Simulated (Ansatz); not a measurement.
A distorted cell of LaNbO4 (space group C2/c):

```
LaNbO4
1.0
    3.67127    -5.78593     0.00000
    3.67127     5.78593     0.00000
   -3.37423     0.00000     3.98837
La Nb O
2 2 8
Direct
  0.62963   0.37037   0.75000
  0.37037   0.62963   0.25000
  0.10191   0.89809   0.75000
  0.89809   0.10191   0.25000
  0.79617   0.72998   0.31588
  0.20383   0.27002   0.68412
  0.27002   0.20383   0.18412
  0.72998   0.79617   0.81588
  0.05568   0.65001   0.84310
  0.94432   0.34999   0.15690
  0.34999   0.94432   0.65690
  0.65001   0.05568   0.34310
```

The numbers are results of PBEsol (plane waves to 420 eV, PAW, scalar-relativistic; Ansatz, a program for electronic structure), not measurements. k mesh 6×6×7 (Γ-centred), Fermi-Dirac smearing 0.05 eV. The energy includes the smearing's −TS. Stress and pressure are positive under compression. LaNbO4 is run without spin polarisation. LaNbO4 was relaxed with its symmetry unable to fall.

Give the stress tensor in GPa and the pressure.


```
   -4.4      0.0     -0.4
    0.0     -3.9      0.0
   -0.4      0.0     -5.4
```
The pressure, a third of the trace, is -4.6 GPa.

It is the relaxed cell scaled evenly to V/V₀ = 1.040, atoms relaxed where free. What is its energy relative to the relaxed cell?

8.2 meV/atom.

(Under strain, the slope of the energy per volume gives the stress and its curvature an elastic modulus.)
